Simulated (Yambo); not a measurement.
Convergence of the G0W0 gap of SnSe monolayer

G0W0@PBEsol for a free-standing SnSe monolayer (symmetry Pmn2_1, slab cell 16.1 Å high) in Yambo. Reference settings: 4×4×1 Γ-centred k mesh, bands 11 to 161 and a 6 Ry block in the screening, 161 bands in G with the Bruneval-Gonze terminator, plasmon pole fitted at 27.2 eV, slab-truncated Coulomb interaction, stochastic integration of W near q = 0. The PBEsol gap (0.25, 0.25) → (-0.5, 0) on this mesh is 1.54 eV; G0W0 gaps are taken between the same points.

```tsv
change from the reference	G0W0 gap (0.25, 0.25) → (-0.5, 0) (eV)	shift of the valence edge (eV)	rough Yambo cost
reference settings	2.30	-0.73	1
69 bands in W, 69 bands in G	2.31	-0.46	about 1/2
108 bands in W, 108 bands in G	2.29	-0.62	within a factor of two
69 bands in G	2.32	-0.62	–
108 bands in G	2.30	-0.69	–
82 bands in W	2.29	-0.59	within a factor of two
no stochastic integration of W	3.91	-1.64	–
3 Ry block	2.22	-0.60	within a factor of two
5 Ry block	2.29	-0.71	within a factor of two
pole fitted at 40 eV	2.32	-0.77	–
69 bands in G, no terminator	2.29	-0.18	–
108 bands in G, no terminator	2.28	-0.42	–
no terminator	2.29	-0.56	–
```

The reference isn't shown to be the converged limit. Costs are rough (shared machines), scaled to the same edge states, and given only for runs that recompute the screening. In the run with 161 bands and a 6 Ry block, which covers more k points, the smallest G0W0 gap is 2.12 eV, (0, -0.5) → (-0.5, 0). The mesh misses a band edge: along a dense path the PBEsol gap is 0.60 eV against 1.54 eV on the mesh. Without the stochastic integration, the mesh misses the sharp change of W near q = 0 in a layer: the 1.61 eV of that row are a sampling artefact.

Spin-orbit splittings are left out.

The standard potentials for Se, Sn keep a d shell in the valence without the s and p states of that shell. In tests on such compounds this moved G0W0 gaps by up to about 0.9 eV, so absolute quasiparticle energies here are unreliable; differences between settings are what counts.

Geometry relaxed with PBEsol; primitive cell a = 4.221 Å, b = 4.226 Å, c = 16.100 Å, α = β = γ = 90.00°.

This is a model layer cut from the bulk structure; whether it is stable on its own was not checked.

A shift is the quasiparticle energy of the state minus its PBEsol energy.
